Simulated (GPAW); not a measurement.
Ti3S2: changing the Hubbard U on Ti d

```cif
data_structure
_symmetry_space_group_name_H-M 'R32:H'
_symmetry_Int_Tables_number 155
_cell_length_a 5.4262
_cell_length_b 5.4262
_cell_length_c 9.7129
_cell_angle_alpha 90.000
_cell_angle_beta 90.000
_cell_angle_gamma 120.000
_cell_volume 247.67
loop_
_atom_site_label
_atom_site_type_symbol
_atom_site_symmetry_multiplicity
_atom_site_Wyckoff_symbol
_atom_site_fract_x
_atom_site_fract_y
_atom_site_fract_z
_atom_site_occupancy
Ti1 Ti 9 d 0.00000 0.33566 0.00000 1
S1 S 6 c 0.33333 0.66667 0.83451 1
```

The cell comes from a database or a generator and needn't be the stable form of this composition.

Kept alike: task band structure; functional PBEsol; k mesh 6 × 6 × 6; occupations fermi-dirac, width 0.05 eV; no spin polarisation. Program: GPAW, PAW data sets generated for this functional, cutoff 600 eV. The mesh is that of the run's cell of 5 atoms. No spin-orbit coupling.

```csv
"Hubbard U on Ti d, U (eV)",pressure (GPa)
0,-4.44
1,-3.54
2,-2.60
3,-1.60
4,?
6,1.80
```

Pressure is positive in compression; the values hold the error of the finite cutoff, so their zero can differ a little from the energy's minimum. U acts here on a shell without spin polarisation. For a metal such a mesh leaves the last digits unconverged. How U acts hangs on the program's projectors.

Q: Fit the rows shown and predict the run at 4 eV.

A: A least-squares parabola through the rows shown is pressure = 0.03062 U² + 0.8552 U - 4.435 (largest miss 0.009); at U = 4 it gives -0.52 GPa. The run gave: pressure -0.55 GPa.
